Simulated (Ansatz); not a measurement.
HgTe:
```yaml
crystal:
  lattice:
    - [0.00000, 3.28642, 3.28642]
    - [3.28642, 0.00000, 3.28642]
    - [3.28642, 3.28642, 0.00000]
  atoms:
    - { symbol: Te, position: [0.75000, 0.75000, 0.75000] }
    - { symbol: Hg, position: [0.00000, 0.00000, 0.00000] }
```

Relaxed with r²SCAN. Special points in fractions of this cell's reciprocal vectors: Γ (0.000, 0.000, 0.000); X (0.500, 0.000, 0.500); U (0.625, 0.250, 0.625); K (0.375, 0.375, 0.750); L (0.500, 0.500, 0.500); W (0.500, 0.250, 0.750).

List the band energies nearest the Fermi level at these points for the program Ansatz at the r²SCAN level (PAW).

In eV from the Fermi level; about four levels below and three above (degenerate sets whole), none deeper than 8.9 eV; points with the same levels are listed once.

```csv
k,below,above
Γ,-0.54 -0.02 -0.02 -0.02,4.67 4.67 4.67
X,-6.44 -5.30 -2.15 -2.15,2.09 2.86 8.47
U,-6.37 -5.32 -2.76 -1.78,2.46 4.30 7.39
L,-6.59 -5.31 -0.94 -0.94,0.94 5.44 5.44
W,-6.30 -5.37 -2.49 -2.43,3.23 4.90 5.73
```

Space group F-43m (zinc blende). The r²SCAN relaxation kept the symmetry of its start; of distortions, only those at the zone centre were tested. The Fermi level of a semimetal is unsure by some 0.05 eV on such meshes. Scalar-relativistic: spin–orbit coupling is off unless named, which matters more the heavier the elements.

Potentials: the later of the program's two PAW sets.
